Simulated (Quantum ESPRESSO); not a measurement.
# HfSiO4: field gradients at the nuclei

```
HfO4Si
1.0
   -3.27670     3.27670     2.98224
    3.27670    -3.27670     2.98224
    3.27670     3.27670    -2.98224
Hf Si O
2 2 8
Direct
  0.00000   0.00000   0.00000
  0.75000   0.25000   0.50000
  0.25000   0.75000   0.50000
  0.50000   0.50000   0.00000
  0.13409   0.31920   0.81489
  0.06920   0.75431   0.68511
  0.50431   0.31920   0.18511
  0.06920   0.38409   0.31489
  0.61591   0.93080   0.68511
  0.68080   0.86591   0.18511
  0.24569   0.93080   0.31489
  0.68080   0.49569   0.81489
```
Geometry: a computed entry of the Materials Project; it was not checked against measured cells. It is HfSiO4 in I4₁/amd; whether this form has been observed was not checked. Stability against distortions was not tested. The run has no spin polarisation.

Principal values are ordered |Vxx| ≤ |Vyy| ≤ |Vzz|, η = (Vxx − Vyy)/Vzz, and C_Q = eQVzz/h is given by its size. Cores are frozen. Against all-electron runs on small test molecules, this scheme's |Vzz| missed by −6 % on Si, −2 to +6 % on O. Hf had no test against all-electron runs. Spin–orbit coupling is left out, a limit on Hf. The structure is static (0 K, no zero-point motion).

Quadrupole moments taken as inputs (sizes, barn, from the tables of PySCF and pymatgen): ¹⁷⁷Hf 3.37, ¹⁷O 0.0256.

Q: What do the calculations give at each independent site (field gradients by the PAW reconstruction of the field gradient on a scalar-relativistic PBE ground state (a modified build of Quantum ESPRESSO, JTH datasets), 22.5 Ha, k-mesh 5×5×5 through Γ)?

A: 
| site | site symmetry | Vzz (a.u.) | η_Q | ∣C_Q∣ (MHz) |
|---|---|---|---|---|
| Hf (atoms 1, 2) | -4m2 | 1.466 | 0.00 | 1160 (¹⁷⁷Hf) |
| Si (atoms 3, 4) | -4m2 | -0.217 | 0.00 | – |
| O (atoms 5, 6, 7, 8, 9, 10, …) | m | 0.475 | 0.85 | 2.85 (¹⁷O) |
